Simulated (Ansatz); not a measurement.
## Formation energy of SrFe3 (AuCu3-type structure)

Method: PBEsol, scalar-relativistic; collinear spin; PAW, 420 eV, 8×8×8 k-mesh, Gaussian smearing of 0.05 eV; code Ansatz. The datasets are Ansatz's generated set soft_2.

The structure was built from a prototype; whether the compound forms in it isn't claimed.

Symmetry: Pm-3m, No. 221, cubic system. Conventional cell: a = 4.001 Å, b = 4.001 Å, c = 4.001 Å, α = 90.00°, β = 90.00°, γ = 90.00°. Around Sr (site symmetry m-3m) lie 12 Fe at 2.83 Å. Fe (site symmetry 4/mmm) is surrounded by 4 Sr at 2.83 Å and 8 Fe at 2.83 Å. (Neighbours are counted to 15 % beyond the shortest distance.)

The elements were computed in their standard states with the same datasets, cutoff and functional. The compound's run is ferromagnetic, with site spin moments Sr -0.06; Fe 2.58 μB. Total energies depend on the potentials used, so only differences within one code and one set of settings carry meaning.

Energy of the relaxed cell (4 atoms, smearing extrapolated to zero): -16834.785 eV. Elements, in eV/atom: Sr -3492.213, Fe -4448.849.

Problem. What is the formation energy?

Solution. [-16834.785 − (1 × -3492.213 + 3 × -4448.849)] / 4 = 0.99 eV/atom, or 96 kJ per mole of atoms.

The value is for 0 K, without zero-point energy. A positive value means that this structure is unstable even against the elements at this level.

Site moments are of spin, integrated over atomic spheres. A displaced or strained copy of the relaxed cell lay 0.5 meV/atom lower, so on this mesh the structure isn't a minimum; in a metal a finer mesh can change so small a difference. No antiparallel order was tried.
